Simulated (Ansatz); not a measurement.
All numbers below come from Ansatz 0.2.0, DFT PBE, scalar-relativistic, plane waves, PAW. All cells share a 420 eV cutoff and Γ-centred k meshes spaced at most about 0.3 Å⁻¹ (about 0.25 or finer for metals, 2π included). No spin polarisation in the final relaxations.

These are static total energies at zero pressure.

Two forms of HfTe4 were relaxed alike.

A.

```
Hf Te
1.0
     5.60455    0.00000    0.00000
     0.00000    5.60455    0.00000
     0.00000    0.00000    5.60455
Hf Te
1 4
Direct
  0.50000 0.50000 0.50000
  0.78073 0.78073 0.78073
  0.21927 0.21927 0.78073
  0.21927 0.78073 0.21927
  0.78073 0.21927 0.21927
```

B.

```
Hf Te
1.0
    -3.43419    3.43419    3.43419
     3.43419   -3.43419    3.43419
     3.43419    3.43419   -3.43419
Hf Te
1 4
Direct
  0.00000 0.00000 0.00000
  0.00000 0.00000 0.50000
  0.00000 0.50000 0.00000
  0.50000 0.00000 0.00000
  0.50000 0.50000 0.50000
```

**Question.** Which form is favoured at zero pressure, and by what margin per atom?

**Answer.** B is lower, by 263 meV/atom. A has space group P-43m (No. 215), 35.2 Å³/atom and no gap on its mesh; B has space group Im-3m (No. 229), 32.4 Å³/atom and no gap. Counting Te atoms around Hf (those within 1.25 times the shortest such distance or 1.15 times the sum of covalent radii), A has Hf 4 and B has Hf 8. The denser one is the lower, and pressure would at first widen the difference. In A, around Hf lie 4 Te at 2.73 Å; Te has 1 Hf at 2.73 Å. In B, Hf is surrounded by 8 Te at 2.97 Å; Te is surrounded by 2 Hf at 2.97 Å and 6 Te at 3.43 Å. Both come from invented guesses. A third cell relaxed alike, in I4/mmm, lies 62 meV/atom below the lower of the two.

Spin–orbit coupling, which can matter for Hf and Te, is left out. A magnetic state wasn't ruled out in cells without spin, among them P-43m. Cells relaxed within their symmetry can be saddle points.
